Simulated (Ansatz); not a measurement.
BiB in space group P6_222 (No. 180; B on 3c, Bi on 3d) at seven volumes, PBEsol (plane waves, PAW; program Ansatz), shape and atoms relaxed at each. One row is withheld.

```tsv
V (Å³/atom)	P (GPa)
17.155	9.74
17.720	5.92
18.286	2.69
18.851	0.00
19.417	-2.28
19.982	?
20.548	-5.88
```

Fit the shown pressures and predict the withheld one.

P = (3/2)B₀(x^(7/2) − x^(5/2))[1 + (3/4)(B′ − 4)(x − 1)] with x = (V₀/V)^(2/3). Least squares on the six rows gives V₀ = 18.850 Å³/atom, B₀ = 83.0 GPa, B′ = 4.62. At V = 19.982, x = 0.9619 and P = -4.23 GPa. The run itself gave -4.22 GPa.

The cell is a constructed one: a structure type filled with these elements; neither database checked (COD, Materials Project) lists it. Its standing as an ambient phase is unchecked. Symmetry was held in the PBEsol relaxation; of distortions, only those at the zone centre were tested. Spin–orbit coupling is left out wherever it is not named.

Potentials: the later of the program's two PAW sets.
